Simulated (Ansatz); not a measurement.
Given:

HfScTaN$_{3}$:
```cif
data_HfN3ScTa
_chemical_formula_sum 'Hf1 Sc1 Ta1 N3'
_space_group_name_H-M_alt 'P 1'
_space_group_IT_number 1
_cell_length_a 3.16183
_cell_length_b 3.16183
_cell_length_c 7.70632
_cell_angle_alpha 90.000
_cell_angle_beta 90.000
_cell_angle_gamma 120.000
loop_
_space_group_symop_operation_xyz
  'x, y, z'
loop_
_atom_site_label
_atom_site_type_symbol
_atom_site_fract_x
_atom_site_fract_y
_atom_site_fract_z
_atom_site_occupancy
Hf1 Hf 0.00000 0.00000 0.99524 1
Sc1 Sc 0.33333 0.66667 0.33857 1
Ta1 Ta 0.66667 0.33333 0.66779 1
N1 N 0.66667 0.33333 0.16346 1
N2 N 0.00000 0.00000 0.50507 1
N3 N 0.33333 0.66667 0.82987 1
```

This is the r²SCAN-relaxed structure.

Q: All from the program Ansatz at the r²SCAN level (PAW), unless another level is named. Estimate the electronic character.

A: metallic (no gap).

Q: Next, the formation energy from the elements (no fitted shifts)?

A: -1.75 eV/atom.

Q: What about the density of states at the Fermi level?

A: 0.28 states/eV per atom (mean over ±0.08 eV).

Space group P3m1. The start of the workflow was typed in or built on a structure type; neither database checked (COD, Materials Project) lists it. Its standing as an ambient phase is unchecked. The r²SCAN relaxation kept the symmetry of its start; its stability against distortions is not shown here. The run is not spin-polarised. With an odd number of electrons in the cell and no spin polarisation, the count alone makes it a metal. The references are the lowest solids computed at this level, not always the standard phases (solids in place of the gases). Spin–orbit coupling is left out wherever it is not named.

Potentials: the later of the program's two PAW sets.
